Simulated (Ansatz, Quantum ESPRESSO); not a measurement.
Equation of state of LiY3 under PBE

Symmetry: Fm-3m, No. 225, cubic system. The conventional cell has a = 7.800 Å, b = 7.800 Å, c = 7.800 Å, α = 90.00°, β = 90.00°, γ = 90.00°. Y (site symmetry m-3m) has 8 Y at 3.38 Å as nearest neighbours. Y (site symmetry -43m) is surrounded by 4 Li at 3.38 Å and 4 Y at 3.38 Å. Around Li (site symmetry m-3m) lie 8 Y at 3.38 Å.

The cell comes from a database or a generator and needn't be the stable form of this composition.

The cell was scaled at fixed shape and fractions and run with Ansatz, Ansatz PAW, cutoff 420 eV; PBE, k mesh 6 × 6 × 6 on the cell of 4 atoms, fermi-dirac occupations of 0.05 eV, no spin polarisation, no spin-orbit coupling. Energies are those that the program minimises, any entropy of the smearing included. For a metal such a mesh isn't converged to the digits shown.

```csv
V (Å³/atom),energy over the lowest row (meV/atom)
27.8768,12.184
28.4699,5.269
29.0630,1.289
29.6561,0.000
30.2492,?
30.8424,4.630
31.4355,10.156
```

Task: Fit the third-order Birch-Murnaghan form, give V0, B0 and B′, and predict the energy left open.

Result: With y = (V0/V)^(2/3), E = E0 + (9 V0 B0/16) [(y - 1)³ B′ + (y - 1)² (6 - 4y)]. Least squares through the rows shown give V0 = 29.6604 Å³/atom, E0 = 0.001 meV, B0 = 33.32 GPa (1 eV/Å³ = 160.218 GPa) and B′ = 3.31, with a largest miss of 0.002 meV. At V = 30.2492 the form with these constants gives 1.182 meV; the run gave 1.181 meV an atom. Other set-ups at this level, from all their volumes (Å³/atom, GPa): Quantum ESPRESSO, SSSP 1.3 efficiency PBE: V0 29.661, B0 33.31.
